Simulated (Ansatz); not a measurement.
Values for one crystal, relaxed and computed with DFT-r²SCAN in the program Ansatz with PAW potentials; other levels are named.

| Quantity | Result |
|---|---|
| Volume per atom | 23.87 Å³ |
| Electronic character | metallic (no gap) |
| Formation energy from the elements (no fitted shifts) | -196 kJ/mol of atoms |
| Density of states at the Fermi level | 0.50 states/eV per atom (mean over ±0.08 eV) |

**Question.** Which compound is it?
A) ZnO, P4_2/mmc (Zn on 2c, O on 2e)
B) LaFe2P2, I4/mmm (La on 2a, Fe on 4d, P on 4e)
C) BP, rock salt
D) YSe, rock salt

**Answer.** D, YSe, rock salt

Space group Fm-3m (rock salt). The first step of the workflow began from a Materials Project structure, measured or hypothetical; the Crystallography Open Database files this formula in space group No. 225, but the cells were not matched. Its standing as an ambient phase is unchecked. The cell was relaxed with r²SCAN under the symmetry of its start; whether a distortion lowers the energy is not shown. The run is not spin-polarised. With an odd number of electrons in the cell and no spin polarisation, the count alone makes it a metal. The references are the lowest solids computed at this level, not always the standard phases. Scalar-relativistic: spin–orbit coupling is off unless named, which matters more the heavier the elements.

Potentials: the later of the program's two PAW sets.
